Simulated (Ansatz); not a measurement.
Relaxed-ion elastic tensor of Be (fcc (Cu type), space group No. 225) in GPa (Voigt order), PBEsol in the plane-wave PAW code Ansatz; density 1.92 g/cm³, 7.80 Å³ per atom.

```
 212  74.7  74.7   0.0   0.0   0.0
74.7   212  74.7   0.0   0.0   0.0
74.7  74.7   212   0.0   0.0   0.0
 0.0   0.0   0.0   161   0.0   0.0
 0.0   0.0   0.0   0.0   161   0.0
 0.0   0.0   0.0   0.0   0.0   161
```

Problem. Is the crystal mechanically stable?

Solution. Yes: the smallest eigenvalue of C is 138 GPa.

Problem. Work out the Voigt, Reuss and Hill averages.

Solution. K_V = 121, K_R = 121, K_H = 121; G_V = 124, G_R = 105, G_H = 114 GPa.

Problem. Give Young's modulus, Poisson's ratio, Pugh's ratio and the universal anisotropy index.

Solution. E = 9KG/(3K + G) = 260 GPa; ν = 0.14; K/G = 1.06 (brittle by the Pugh limit of 1.75); A_U = 5G_V/G_R + K_V/K_R − 6 = 0.92.

Problem. Estimate the sound speeds and the Debye temperature.

Solution. v_l = √((K + 4G/3)/ρ) = 11900 m/s, v_t = √(G/ρ) = 7710 m/s, mean 8470 m/s; Θ = (h/k)(3n/4πV)^(1/3) v_m = 1270 K.

Problem. Give the Zener ratio and Young's modulus along [100], [110] and [111].

Solution. A = 2C44/(C11 − C12) = 2.33; 1/E = S11 − 2(S11 − S12 − S44/2)Γ with Γ = 0, 1/4, 1/3 gives 173, 271, 333 GPa.

Problem. Solve the Christoffel equation for the three sound speeds along [100], [110], [111].

Solution. Eigenvalues of C_ijkl n_j n_l equal ρv². In km/s, slowest first: [100] 9.15, 9.15, 10.52; [110] 5.99, 9.15, 12.59; [111] 7.19, 7.19, 13.20.

Space group Fm-3m (fcc (Cu type)). The start of the workflow was typed in or built on a structure type; neither database checked (COD, Materials Project) lists it. It is not the phase usual at ambient conditions (space group No. 194). Symmetry was held in the PBEsol relaxation; whether a distortion lowers the energy is not shown. As this level gives no gap, shear constants depend on the k-mesh and smearing (Fermi–Dirac, 0.1 eV here).

Potentials: the earlier of the program's two PAW sets. The files were generated under PBE; for other functionals the program regenerates the frozen cores, and for LDA and PBEsol the local potential too.
